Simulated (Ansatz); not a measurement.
## Does relaxation matter for the field gradients of CsPbBr3?

Start: an entry of the Crystallography Open Database (COD), atoms as given.

Space group Pnma (No. 62); a = 8.2550, b = 11.7590, c = 8.2070 Å.

| site | Wyckoff | site symmetry | x | y | z |
| --- | --- | --- | --- | --- | --- |
| Cs | 4c | .m. | 0.9710 | 0.2500 | 0.9900 |
| Pb | 4b | -1 | 0.0000 | 0.0000 | 0.5000 |
| Br9 | 4c | .m. | 0.5050 | 0.2500 | 0.0460 |
| Br13 | 8d | 1 | 0.2050 | 0.0250 | 0.7930 |

One atom of each set is listed.

Level of theory: DFT, PBE, plane waves and PAW, scalar-relativistic, 420 eV cutoff, Γ-centred 4×3×4 k-points, Fermi–Dirac smearing 0.02 eV (Ansatz 0.2.0).

The largest force at the start is 0.10 eV/Å. Relaxing the ions at fixed cell moves them by 0.278 Å at most (atom 3, Cs) and 0.205 Å rms.

```csv
site,moved (Å),first shell before,first shell after,V_zz before (10²¹ V/m²),η before
Cs,0.278,10 Br at 3.65–4.43 Å; also 2 Br at 4.88 Å,8 Br at 3.62–3.98 Å,3.10,0.16
Pb,0.000,6 Br at 2.96–2.98 Å,6 Br at 3.00–3.01 Å,2.07,0.83
Br9,0.258,"2 Pb at 2.96 Å, angle 165°","2 Pb at 3.01 Å, angle 156°",20.7,0.04
Br13,0.180,"2 Pb at 2.96–2.98 Å, angle 157°","2 Pb at 3.00–3.01 Å, angle 151°",20.0,0.00
```

Problem. How do the gradients change?

Solution. 

| site | V_zz after | η after | change of V_zz |
| --- | --- | --- | --- |
| Cs | -2.08 | 0.99 | – |
| Pb | 0.94 | 0.52 | – |
| Br9 | 20.7 | 0.14 | +0.03 |
| Br13 | 20.0 | 0.02 | 0.00 |

The largest change of V_zz along a kept axis is on Br9, by 0.03. The whole tensor moves most on Pb, by 2.13 along its most changed direction. On Cs, Pb the largest principal value lies along another axis in the second run, so the two V_zz can't be compared directly.

Spin–orbit coupling is left out, which shifts gradients on Pb by a few per cent, and by more where contributions nearly cancel.
